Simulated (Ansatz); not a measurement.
Mg₂Si (fluorite or antifluorite type, Fm-3m), LDA (plane waves, PAW; program Ansatz). The conduction-band minimum lies at X, with 3 equivalent valleys. Second derivatives d²E/dk² of the lowest band at one valley (eV·Å²), along Cartesian directions:

```tsv
direction	d²E/dk²
[100]	13.08
[010]	41.19
[001]	41.19
[110]	27.14
[101]	27.14
[011]	40.58
```

**Question.** Find the principal effective masses, the density-of-states mass and the conductivity mass.

**Answer.** Off-diagonal terms follow from H_xy = H[110] − (H_xx + H_yy)/2, and m*/mₑ = 7.620 eV·Å² over each eigenvalue: 0.18, 0.19, 0.58. One valley's DOS mass (m₁m₂m₃)^(1/3) = 0.27, conductivity mass 3/(Σ 1/mᵢ) = 0.24 mₑ.

**Question.** What effective density of states Nc follows at 300 K for parabolic valleys?

**Answer.** Nc = 2.509e19 × 3 × (0.27)^(3/2) ≈ 1.1e19 cm⁻³.

Symmetry was held in the LDA relaxation; phonons on a q-mesh show no instability.

Potentials: the later of the program's two PAW sets.

Edges and masses are those of Kohn–Sham bands, whose gap is no quasiparticle gap.
